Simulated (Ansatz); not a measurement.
Relaxation of a generated trial cell of Pt in the diamond structure type; 2 atoms in the cell, which starts as Fd-3m, origin choice 1 (No. 227), cF8; a = b = c = 5.4631 Å, α = β = γ = 90.00°. All values below come from PBEsol (plane waves to 420 eV, PAW, scalar-relativistic; Ansatz, a quantum-chemistry and plane-wave program). Γ-centred k-mesh 10×10×10 on the run's cell (coarser than for final values), Fermi–Dirac smearing 0.05 eV. This is the first round of the run. 

The optimiser's lines from the output (shortened; P is positive under compression):

```
relax step   1: F+E_penalty+E_count = -24764.76663111 eV  Δ(F+E_penalty+E_count) = +0.000e0 eV  max|allowed force component| = 3.701e-17 eV/Å  Δτ_max = 0.0000 Å  P = +22.732 GPa  Ω = 40.762 Å³  (6 SCF iters, dr2 threshold 1.00e-7 eV, accepted)
relax step   2: F+E_penalty+E_count = -24765.08495982 eV  Δ(F+E_penalty+E_count) = -3.183e-1 eV  max|allowed force component| = 2.405e-16 eV/Å  Δτ_max = 0.0000 Å  P = -2.790 GPa  Ω = 47.018 Å³  (6 SCF iters, dr2 threshold 2.00e-7 eV, accepted)
relax step   3: F+E_penalty+E_count = -24765.09362319 eV  Δ(F+E_penalty+E_count) = -8.663e-3 eV  max|allowed force component| = 3.099e-16 eV/Å  Δτ_max = 0.0000 Å  P = -0.659 GPa  Ω = 46.243 Å³  (5 SCF iters, dr2 threshold 2.00e-7 eV, accepted)
relax step   4: F+E_penalty+E_count = -24765.09415711 eV  Δ(F+E_penalty+E_count) = -5.339e-4 eV  max|allowed force component| = 2.776e-16 eV/Å  Δτ_max = 0.0000 Å  P = +0.030 GPa  Ω = 46.008 Å³  (4 SCF iters, dr2 threshold 2.00e-7 eV, accepted)
relax step   5: F+E_penalty+E_count = -24765.09415502 eV  Δ(F+E_penalty+E_count) = +2.086e-6 eV  max|allowed force component| = 2.961e-16 eV/Å  Δτ_max = 0.0000 Å  P = -0.000 GPa  Ω = 46.019 Å³  (3 SCF iters, dr2 threshold 2.25e-9 eV, accepted)
relax step   6: F+E_penalty+E_count = -24765.09558940 eV  Δ(F+E_penalty+E_count) = -1.434e-3 eV  max|allowed force component| = 2.868e-16 eV/Å  Δτ_max = 0.0000 Å  P = +0.003 GPa  Ω = 46.019 Å³  stress off target by 2.70e-3 GPa  SCF on the basis re-selected at this cell (its energy is not comparable with the rows above)  (6 SCF iters)
```

From the first to the last row the energy changes by -0.16 eV/atom and the volume by +12.9 %. The last row is marked as not comparable with the walk above it, whose basis was carried along; it does compare with step 1, since both stand on a basis selected at the nominal cutoff for their own cell.

Later rounds, restarted from the end of this one on a renewed k-mesh, logged 2 more steps and released under 0.01 eV/atom more. The final structure after all rounds: Fd-3m, origin choice 1 (No. 227), cF8, diamond type; a = b = c = 5.688 Å, α = β = γ = 90.00°. Between re-selections the logged energies stand on a plane-wave basis carried along with the cell. No spin polarisation in the result. A magnetic state may lie lower.

The run could not lose the symmetry of its start, so the end can be a saddle point.

All atoms sit on sites fixed by symmetry, so only the cell could relax.

The relaxed structure here is a generated cell of Pt: the first start was made by placing the elements on the sites of a structure type, and the end was not matched to a known phase here, so it may be hypothetical. Known forms of Pt include space group No. 225.
